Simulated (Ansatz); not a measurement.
PbF2:
```xyz
12
Lattice="6.3942 0.0000 0.0000 0.0000 3.8754 0.0000 0.0000 0.0000 7.6499" Properties=species:S:1:pos:R:3 pbc="T T T"
Pb     1.6295     0.9688     6.8395
Pb     4.7647     2.9065     0.8103
Pb     1.5676     2.9065     3.0146
Pb     4.8266     0.9688     4.6353
F      3.0095     0.9688     1.1813
F      3.3846     2.9065     6.4686
F      0.1876     2.9065     5.0062
F      6.2066     0.9688     2.6437
F      4.0950     2.9065     3.3419
F      2.2992     0.9688     4.3080
F      5.4963     0.9688     7.1668
F      0.8979     2.9065     0.4831
```

Plane-wave PAW r²SCAN+D4 (Ansatz code) gives a gap of 4.74 eV without spin–orbit coupling, maximum on the Y–Γ line, 26 % of the way from Y, minimum at Γ.

Task: What happens when spin–orbit coupling is switched on?

Result: The gap decreases by 0.38 eV, to 4.36 eV; maximum on the Y–Γ line, 26 % of the way from Y, minimum at Γ.

Task: Give the electron effective mass with spin–orbit coupling.

Result: 1.0 mₑ (isotropic).

Task: Give the hole effective mass with spin–orbit coupling.

Result: 1.4, 1.8, 1.9 mₑ (principal values).

Space group Pnma. The first step of the workflow began from a Materials Project structure, measured or hypothetical; the Crystallography Open Database files this formula in space group No. 62, but the cells were not matched. Its standing as an ambient phase is unchecked. The cell was relaxed with r²SCAN+D4 under the symmetry of its start; its stability against distortions is not shown here.

Potentials: the later of the program's two PAW sets.
